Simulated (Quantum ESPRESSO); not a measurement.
# Al2ZnF7Cl: finding a planted mistake in a log

Simulated, not a measurement. The program is pw.x of Quantum ESPRESSO 7.5 (plane-wave density functional theory). The cell is made up: 11 atoms on a rutile lattice with one site empty, with randomly drawn elements, strain and displacements, not relaxed. PseudoDojo standard norm-conserving files (v0.5 for PBE, v0.4.1 for LDA and PBEsol) set the functional; there is no spin polarisation, spin-orbit coupling or dispersion term, and the masses in the input are unused placeholders.

Intended input:

```
&control calculation='scf', pseudo_dir='./dojo.nc.sr.pbe.v0_5.standard.upf', outdir='./o', disk_io='low', tprnfor=.true., tstress=.true. /
&system ibrav=0, nat=11, ntyp=4, nbnd=47, ecutwfc=84.00895049, nosym=.true., tot_charge=0,
 occupations='smearing', smearing='fd', degauss=0.0018374661
/
&electrons conv_thr=7.350e-09, electron_maxstep=60, /
ATOMIC_SPECIES
Al 1.0 Al.upf
Cl 1.0 Cl.upf
F 1.0 F.upf
Zn 1.0 Zn.upf
CELL_PARAMETERS angstrom
4.8111 -0.0434 -0.0652
-0.0434 4.8386 0.0185
-0.0867 0.0246 6.4193
ATOMIC_POSITIONS angstrom
Al 2.4236 2.3707 1.5765
Zn -0.0206 0.04 3.1912
Al 2.3221 2.4155 4.7862
F 1.4723 1.5093 -0.0178
Cl 3.3141 3.3425 0.0056
F 3.8431 0.9147 1.5814
F 0.9121 3.871 1.6374
F 1.3888 1.4453 3.1811
F 3.307 3.34 3.1115
F 3.8174 0.8899 4.7465
F 0.8645 3.9415 4.8128
K_POINTS automatic
5 5 4 1 1 1
```

The log is shortened where brackets say so; the opening notice, blank lines, dates and the lines on written files are dropped, and the path of the files is cut. It prints rydbergs, bohrs and kilobars, and counts compression as positive stress. Where no state is partly filled, the Fermi energy that it prints is only some level between the filled and the empty states on the mesh, and need not lie in the true gap.

Log of the intended run:

```
     Program PWSCF v.7.5
     Parallel version (MPI & OpenMP), running on       4 processor cores
     Number of MPI processes:                 4
     Threads/MPI process:                     1
     [start-up lines left out]
     bravais-lattice index     =            0
     lattice parameter (alat)  =       9.0929  a.u.
     unit-cell volume          =    1008.1561 (a.u.)^3
     number of atoms/cell      =           11
     number of atomic types    =            4
     number of electrons       =        82.00
     number of Kohn-Sham states=           47
     kinetic-energy cutoff     =      84.0090  Ry
     charge density cutoff     =     336.0358  Ry
     scf convergence threshold =      7.3E-09
     mixing beta               =       0.7000
     number of iterations used =            8  plain     mixing
     Exchange-correlation= PBE
                           (   1   4   3   4   0   0   0)
     [axes and pseudopotential details left out]
   Cartesian axes
     site n.     atom                  positions (alat units)
         1        Al     tau(   1) = (   0.5036850   0.4926910   0.3276363  )
         2        Zn     tau(   2) = (  -0.0042812   0.0083130   0.6632116  )
         3        Al     tau(   3) = (   0.4825907   0.5020016   0.9946927  )
         4        F      tau(   4) = (   0.3059809   0.3136705  -0.0036993  )
         5        Cl     tau(   5) = (   0.6887533   0.6946555   0.0011638  )
         6        F      tau(   6) = (   0.7986928   0.1900977   0.3286547  )
         7        F      tau(   7) = (   0.1895573   0.8044911   0.3402929  )
         8        F      tau(   8) = (   0.2886275   0.3003697   0.6611125  )
         9        F      tau(   9) = (   0.6872777   0.6941360   0.6466479  )
        10        F      tau(  10) = (   0.7933517   0.1849436   0.9864420  )
        11        F      tau(  11) = (   0.1796648   0.8191428   1.0002208  )
     number of k points=    50  Fermi-Dirac smearing, width (Ry)=  0.0018
                       cart. coord. in units 2pi/alat
        k(    1) = (   0.1021986   0.0999994   0.0946938), wk =   0.0400000
        k(    2) = (   0.1047324   0.0993056   0.2821241), wk =   0.0400000
     [further k points left out]
     Dense  grid:   104893 G-vectors     FFT dimensions: (  54,  54,  72)
     Estimated max dynamical RAM per process >     275.87 MB
     Estimated total dynamical RAM >       1.00 GB
     Initial potential from superposition of free atoms
     starting charge      81.9949, renormalised to      82.0000
     Starting wfcs are   50 randomized atomic wfcs
     total cpu time spent up to now is        6.5 secs
     per-process dynamical memory:   220.4 Mb
     Self-consistent Calculation
     iteration #  1     ecut=    84.01 Ry     beta= 0.70
     Davidson diagonalization with overlap
     ethr =  1.00E-02,  avg # of iterations =  3.9
     total cpu time spent up to now is       19.3 secs
     total energy              =    -805.54310810 Ry
     estimated scf accuracy    <       1.35778149 Ry
     iteration #  2     ecut=    84.01 Ry     beta= 0.70
     Davidson diagonalization with overlap
     ethr =  1.66E-03,  avg # of iterations =  2.2
     total cpu time spent up to now is       32.2 secs
     total energy              =    -805.84388500 Ry
     estimated scf accuracy    <       1.44889253 Ry
     [iterations 3 to 9 left out]
     iteration # 10     ecut=    84.01 Ry     beta= 0.70
     Davidson diagonalization with overlap
     ethr =  8.26E-11,  avg # of iterations =  2.0
     total cpu time spent up to now is      157.9 secs
     total energy              =    -806.14740987 Ry
     estimated scf accuracy    <          9.1E-09 Ry
     iteration # 11     ecut=    84.01 Ry     beta= 0.70
     Davidson diagonalization with overlap
     ethr =  1.11E-11,  avg # of iterations =  2.2
     total cpu time spent up to now is      170.9 secs
     End of self-consistent calculation
     [lines on levels left out]
     the Fermi energy is     4.1762 ev
!    total energy              =    -806.14740987 Ry
     estimated scf accuracy    <          1.4E-09 Ry
     smearing contrib. (-TS)   =       0.00000000 Ry
     internal energy E=F+TS    =    -806.14740987 Ry
     The total energy is F=E-TS. E is the sum of the following terms:
     one-electron contribution =    -621.20755169 Ry
     hartree contribution      =     348.82649727 Ry
     xc contribution           =    -135.73058877 Ry
     ewald contribution        =    -398.03576668 Ry
     convergence has been achieved in  11 iterations
     Forces acting on atoms (cartesian axes, Ry/au):
     atom    1 type  1   force =    -0.07499057   -0.06500279    0.03273538
     atom    2 type  4   force =    -0.00311869   -0.01822668    0.00448766
     atom    3 type  1   force =    -0.06073582   -0.05975730   -0.00891361
     atom    4 type  3   force =     0.03759113    0.02857388   -0.00203266
     atom    5 type  2   force =     0.10822950    0.10546539   -0.03104430
     atom    6 type  3   force =    -0.06769005    0.06219427    0.03424012
     atom    7 type  3   force =     0.05426840   -0.05868292    0.03904595
     atom    8 type  3   force =     0.08067607    0.07834869    0.00659586
     atom    9 type  3   force =    -0.06575799   -0.06957323    0.00787793
     atom   10 type  3   force =    -0.06767484    0.06730884   -0.03787292
     atom   11 type  3   force =     0.05920288   -0.07064814   -0.04511942
     Total force =     0.324323     Total SCF correction =     0.000059
     Computing stress (Cartesian axis) and pressure
          total   stress  (Ry/bohr**3)                   (kbar)     P=      -83.81
  -0.00055220   0.00083166   0.00004719          -81.23      122.34        6.94
   0.00083166  -0.00055950  -0.00011570          122.34      -82.31      -17.02
   0.00004719  -0.00011570  -0.00059757            6.94      -17.02      -87.91
     init_run     :      5.89s CPU      6.26s WALL (       1 calls)
     electrons    :    163.16s CPU    164.46s WALL (       1 calls)
     forces       :      2.79s CPU      2.84s WALL (       1 calls)
     stress       :      8.45s CPU      8.79s WALL (       1 calls)
     [timing details left out]
     PWSCF        :   3m 0.60s CPU   3m 2.80s WALL
     JOB DONE.
```

A second run was made from an input with one planted mistake. Its log:

```
     Program PWSCF v.7.5
     Parallel version (MPI & OpenMP), running on       4 processor cores
     Number of MPI processes:                 4
     Threads/MPI process:                     1
     [start-up lines left out]
     bravais-lattice index     =            0
     lattice parameter (alat)  =       9.0929  a.u.
     unit-cell volume          =    1008.1561 (a.u.)^3
     number of atoms/cell      =           11
     number of atomic types    =            4
     number of electrons       =        82.00
     number of Kohn-Sham states=           65
     kinetic-energy cutoff     =      84.0090  Ry
     charge density cutoff     =     336.0358  Ry
     scf convergence threshold =      7.3E-09
     mixing beta               =       0.7000
     number of iterations used =            8  plain     mixing
     Exchange-correlation= PBE
                           (   1   4   3   4   0   0   0)
     [axes and pseudopotential details left out]
   Cartesian axes
     site n.     atom                  positions (alat units)
         1        Al     tau(   1) = (   0.5036850   0.4926910   0.3276363  )
         2        Zn     tau(   2) = (  -0.0042812   0.0083130   0.6632116  )
         3        Al     tau(   3) = (   0.4825907   0.5020016   0.9946927  )
         4        F      tau(   4) = (   0.3059809   0.3136705  -0.0036993  )
         5        Cl     tau(   5) = (   0.6887533   0.6946555   0.0011638  )
         6        F      tau(   6) = (   0.7986928   0.1900977   0.3286547  )
         7        F      tau(   7) = (   0.1895573   0.8044911   0.3402929  )
         8        F      tau(   8) = (   0.2886275   0.3003697   0.6611125  )
         9        F      tau(   9) = (   0.6872777   0.6941360   0.6466479  )
        10        F      tau(  10) = (   0.7933517   0.1849436   0.9864420  )
        11        F      tau(  11) = (   0.1796648   0.8191428   1.0002208  )
     number of k points=    50  Fermi-Dirac smearing, width (Ry)=  0.0632
                       cart. coord. in units 2pi/alat
        k(    1) = (   0.1021986   0.0999994   0.0946938), wk =   0.0400000
        k(    2) = (   0.1047324   0.0993056   0.2821241), wk =   0.0400000
     [further k points left out]
     Dense  grid:   104893 G-vectors     FFT dimensions: (  54,  54,  72)
     Estimated max dynamical RAM per process >     341.09 MB
     Estimated total dynamical RAM >       1.26 GB
     Initial potential from superposition of free atoms
     starting charge      81.9949, renormalised to      82.0000
     Starting wfcs are   50 randomized atomic wfcs +   15 random wfcs
     total cpu time spent up to now is        8.4 secs
     per-process dynamical memory:   272.2 Mb
     Self-consistent Calculation
     iteration #  1     ecut=    84.01 Ry     beta= 0.70
     Davidson diagonalization with overlap
     ethr =  1.00E-02,  avg # of iterations =  6.2
     total cpu time spent up to now is       35.4 secs
     total energy              =    -805.60512174 Ry
     estimated scf accuracy    <       1.30464605 Ry
     iteration #  2     ecut=    84.01 Ry     beta= 0.70
     Davidson diagonalization with overlap
     ethr =  1.59E-03,  avg # of iterations =  2.1
     total cpu time spent up to now is       56.1 secs
     total energy              =    -805.81751003 Ry
     estimated scf accuracy    <       1.64198927 Ry
     [iterations 3 to 9 left out]
     iteration # 10     ecut=    84.01 Ry     beta= 0.70
     Davidson diagonalization with overlap
     ethr =  2.40E-10,  avg # of iterations =  2.0
     total cpu time spent up to now is      279.7 secs
     total energy              =    -806.18350141 Ry
     estimated scf accuracy    <       0.00000003 Ry
     iteration # 11     ecut=    84.01 Ry     beta= 0.70
     Davidson diagonalization with overlap
     ethr =  3.29E-11,  avg # of iterations =  2.1
     total cpu time spent up to now is      299.3 secs
     End of self-consistent calculation
     [lines on levels left out]
     the Fermi energy is     5.1897 ev
!    total energy              =    -806.18350142 Ry
     estimated scf accuracy    <          4.4E-09 Ry
     smearing contrib. (-TS)   =      -0.15463699 Ry
     internal energy E=F+TS    =    -806.02886443 Ry
     The total energy is F=E-TS. E is the sum of the following terms:
     one-electron contribution =    -620.81872098 Ry
     hartree contribution      =     348.50160533 Ry
     xc contribution           =    -135.67598210 Ry
     ewald contribution        =    -398.03576668 Ry
     convergence has been achieved in  11 iterations
     Forces acting on atoms (cartesian axes, Ry/au):
     atom    1 type  1   force =    -0.07369550   -0.06719234    0.04485728
     atom    2 type  4   force =    -0.00333704   -0.01646736    0.00565560
     atom    3 type  1   force =    -0.06115287   -0.06031040   -0.02045926
     atom    4 type  3   force =     0.03530542    0.02714854    0.00023278
     atom    5 type  2   force =     0.10922292    0.10751573   -0.02721932
     atom    6 type  3   force =    -0.06241260    0.05764371    0.02817325
     atom    7 type  3   force =     0.04965277   -0.05344427    0.03256660
     atom    8 type  3   force =     0.06979740    0.06780279    0.00262335
     atom    9 type  3   force =    -0.05603240   -0.05942746    0.00367190
     atom   10 type  3   force =    -0.06007065    0.05973245   -0.03173468
     atom   11 type  3   force =     0.05272256   -0.06300140   -0.03836751
     Total force =     0.305353     Total SCF correction =     0.000116
     Computing stress (Cartesian axis) and pressure
          total   stress  (Ry/bohr**3)                   (kbar)     P=      -61.22
  -0.00042075   0.00076823   0.00004185          -61.89      113.01        6.16
   0.00076823  -0.00042344  -0.00010629          113.01      -62.29      -15.64
   0.00004185  -0.00010629  -0.00040428            6.16      -15.64      -59.47
     init_run     :      7.18s CPU      7.69s WALL (       1 calls)
     electrons    :    287.73s CPU    290.96s WALL (       1 calls)
     forces       :      4.32s CPU      4.36s WALL (       1 calls)
     stress       :     14.28s CPU     14.74s WALL (       1 calls)
     [timing details left out]
     PWSCF        :   5m14.44s CPU   5m18.82s WALL
     JOB DONE.
```

Question: what was wrong in the second input?

Answer: the smearing is too wide. The input lines that differ, file-writing options aside:

```
- &system ibrav=0, nat=11, ntyp=4, nbnd=47, ecutwfc=84.00895049, nosym=.true., tot_charge=0,
+ &system ibrav=0, nat=11, ntyp=4, nbnd=65, ecutwfc=84.00895049, nosym=.true., tot_charge=0,
-  occupations='smearing', smearing='fd', degauss=0.0018374661
+  occupations='smearing', smearing='fd', degauss=0.0632088341
```

|  | intended run | run with the mistake |
| --- | --- | --- |
| free energy (eV) | -10968.194 | -10968.685 |
| smearing term -TS (eV) | 0.0000 | -2.1039 |
| pressure (GPa) | -8.38 | -6.12 |
| largest force component (eV/Å) | 2.783 | 2.808 |
| largest change of a force component (eV/Å) |  | 0.312 |
| iterations | 11 | 11 |

For scale, a rerun of the intended cell at 1437 eV and a 7 x 7 x 6 mesh moved values by no more than 0.003 eV in energy, 0.02 GPa in stress and 0.002 eV/Å in force. The number of bands, nbnd, was set by rule from the electron count and the smearing, so it follows the mistake.